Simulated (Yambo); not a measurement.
Yambo run on BeO (wurtzite, space group P6_3mc, No. 186). The wavefunctions are PBEsol (Quantum ESPRESSO, PseudoDojo norm-conserving, 88 Ry, scalar-relativistic) ones on a 6×6×4 mesh (10 occupied bands); a = b = 2.691 Å, c = 4.369 Å, α = β = 90.00°, γ = 120.00°.

Yambo input:

```
rim_cut
gw0
dyson
el_el_corr
HF_and_locXC
ppa
em1d
RandQpts= 1000000
RandGvec= 1 Ry
EXXRLvcs= 88 Ry
VXCRLvcs= 352 Ry
Chimod= "HARTREE"
% BndsRnXp
 3 | 43 |
%
NGsBlkXp= 10 Ry
% LongDrXp
 1.0 | 1.0 | 1.0 |
%
PPAPntXp= 27.2114 eV
% GbndRnge
 1 | 43 |
%
GTermKind= "BG"
DysSolver= "n"
ExtendOut
% QPkrange
 1 | 1 | 10 | 11 |
%
```

k points by index: 1 = Γ.

Table of the .qp output:

```
#    K-point    Band    Eo [eV]    E [eV]    E-Eo [eV]    Vxc [eV]    Vnlxc [eV]    Sc|Eo [eV]    Sc|E [eV]    dSc/dw|Eo [eV]    Re(Z)    Im(Z)
#
    1    10    0.000000    -1.478919    -1.478919    -20.50230    -26.15995    3.862507    4.178731    -5.818047    0.823852    -0.858291E-3
    1    11    7.591310    8.900026    1.308717    -13.82375    -8.443399    -3.854302    -4.071633    -4.518618    0.857591    -0.721981E-3
```
(The two width columns are left out.) Convergence of these settings isn't established.

Geometry relaxed with PBEsol.
